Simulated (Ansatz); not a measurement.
# Is this AlGa5As6 structure a true minimum?

The structure comes from a generated guess, relaxed at this level; another structure or a mixture of phases may lie lower.

Computed with DFT PBE, scalar-relativistic, plane waves, PAW in Ansatz. Plane waves to 420 eV, a k mesh through Γ of 10×10×2 on the computed 12-atom cell and Gaussian smearing (0.02 eV); no spin polarisation.

The cell below (12 atoms, space group P-4m2 (No. 115)) is relaxed within its symmetry.

```yaml
crystal:
  lattice:
    - [4.06149, 0.00000, 0.00000]
    - [0.00000, 4.06149, 0.00000]
    - [0.00000, 0.00000, 17.21926]
  atoms:
    - { symbol: Al, position: [0.00000, 0.00000, 0.50000] }
    - { symbol: Ga, position: [0.00000, 0.00000, 0.83317] }
    - { symbol: Ga, position: [0.50000, 0.50000, 0.00000] }
    - { symbol: Ga, position: [0.00000, 0.00000, 0.16683] }
    - { symbol: Ga, position: [0.50000, 0.50000, 0.33359] }
    - { symbol: Ga, position: [0.50000, 0.50000, 0.66641] }
    - { symbol: As, position: [0.50000, 0.00000, 0.91658] }
    - { symbol: As, position: [0.00000, 0.50000, 0.08342] }
    - { symbol: As, position: [0.50000, 0.00000, 0.25020] }
    - { symbol: As, position: [0.00000, 0.50000, 0.41733] }
    - { symbol: As, position: [0.50000, 0.00000, 0.58268] }
    - { symbol: As, position: [0.00000, 0.50000, 0.74980] }
```

For the test it was strained at random (σ = 1.5 % a component), the atoms were moved at random (σ = 0.10 Å), and all was relaxed again on a coarse 4×4×1 mesh (in the run’s order of axes) with 0.10 eV smearing, with no symmetry imposed.

Task: What happens?

Result: It returns, within 1 meV/atom of the unmoved cell on that mesh and with the same symmetry when read at 0.1 Å. So it is stable against the distortions that fit this cell and that this random move excites. Modes that don't fit the cell aren't tested.
